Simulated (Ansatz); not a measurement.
Polymorphs of MoS2, each relaxed with r²SCAN in the plane-wave PAW code Ansatz:

A: R-3m
a = 3.219 Å, b = 3.219 Å, c = 18.827 Å, α = 90.00°, β = 90.00°, γ = 120.00°

| atom | site | symmetry | x | y | z |
|---|---|---|---|---|---|
| Mo | 3a | -3m | 0.0000 | 0.0000 | 0.0000 |
| S | 6c | 3m | 0.0000 | 0.0000 | 0.2509 |

B: R3m
a = b = 3.1851 Å, c = 19.4936 Å, α = β = 90.00°, γ = 120.00°

```tsv
atom	site	symmetry	x	y	z
Mo	3a	3m	0.0000	0.0000	0.9998
S	3a	3m	0.0000	0.0000	0.4128
S	3a	3m	0.0000	0.0000	0.2535
```

Question: Put the candidates in order of energy per atom at 0 K, lowest first, for r²SCAN.

Answer: B (+0 meV/atom), A (+293 meV/atom)

Question: Give each one's gap.

Answer: A no gap; B 1.15 eV.

Not the usual ambient phase: A. Weakly bound layers, chains or molecules computed without a dispersion correction, so cells and soft constants are ill determined: A; B. All cells were relaxed under the symmetry of their starts (and spin orders); stability against distortions was not tested throughout. Rows with no word on spin ran without spin polarisation. Spin–orbit coupling is left out wherever it is not named.

Energies hold the estimated change up to a 700 eV cutoff; steps of a few meV lie near the error of the meshes.

Potentials: the later of the program's two PAW sets.
